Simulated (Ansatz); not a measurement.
**One compound in many structure types**

Relaxing one composition in several structure types shows which are competitive, which pressure would favour, and how volume and gap change with structure.

The yardstick is VSi, NiAs type. The reference is the lowest phase computed, which need not be the stable form in nature.

Levels of theory (Ansatz, a plane-wave PAW program): energy: PBE, total energy at 0 K with the change to a 700 eV cutoff added (comparable within one formula alone); volume per atom: PBE, relaxed cell; gap: PBE; bulk modulus: PBE, equation-of-state fit.

Definitions used: ΔE = E − E_ref; ΔV = V − V_ref; temperature scale ΔE/k_B = 11.605 K/meV × ΔE.

```tsv
crystal	E (eV/atom)	V (Å³/atom)	gap (eV)	B₀ (GPa)	ΔE (meV/atom)	ΔV (Å³/atom)	ΔE/k_B (K)
VSi, NiAs type, reference	−1774.465	13.25	0.00	165	0.0	0.00	0
VSi, WC type, P-6m2	−1774.452	13.24	0.00	164	13.0	−0.01	150
VSi, NbAs type, I4₁md	−1774.213	14.44	0.00	141	252.0	1.19	2900
VSi, rock salt	−1774.111	14.59	0.00	139	354.0	1.34	4100
VSi, CoSn type, P6/mmm	−1774.336	15.63	0.00	148	129.0	2.38	1500
```

Model phases, started by placing the elements on a structure type or from a typed cell, with no claim that they are known: VSi, NiAs type; VSi, WC type, P-6m2; VSi, NbAs type, I4₁md; VSi, rock salt; VSi, CoSn type, P6/mmm. Magnetic states: VSi, NbAs type, I4₁md ferromagnetic, as set for this run. Run without spin polarisation: VSi, NiAs type, VSi, WC type, P-6m2, VSi, rock salt, VSi, CoSn type, P6/mmm. No gap (0.00) means none at this level, which can close a small real gap. Spin–orbit coupling is left out unless named.

For VSi, WC type, P-6m2, step by step:

ΔE = 1000 × (−1774.452 − (−1774.465)) = 13.0 meV/atom; ΔV = 13.24 − 13.25 = −0.01 Å³/atom; ΔE/k_B: 11.605 × 13.0 = 150 K.

Ranking by ΔE, lowest first: VSi, NiAs type (0.0 ± 5.0), VSi, WC type, P-6m2 (13.0 ± 5.0), VSi, CoSn type, P6/mmm (129.0 ± 5.0), VSi, NbAs type, I4₁md (252.0 ± 5.0), VSi, rock salt (354.0 ± 5.0). The ± follows from allowances picked for this note (energy 0.004 eV/atom, 3 meV/atom on the figure itself), carried to first order and added in quadrature, each row's own inputs moving alone; ≈ joins neighbours closer than their two ± added in quadrature.

No row is clearly denser than the reference, so pressure favours none of them.

Vibrational free energy is left out, and phases that were not computed could lie lower. Rows are a sample of the computed phases of this formula. Limits of the draw: a spread of over 30 meV/atom, none over 0.9 eV/atom above the reference, within 8 meV/atom of the lowest or within 3 meV/atom of a neighbour. As a rule kept out of such tables: 4f compounds, open-shell compounds run without a Hubbard term, cells found unstable in the tests at hand, cells close to a higher symmetry, and runs set to a pressure or over 12 % in volume from the crystal's fullest run.
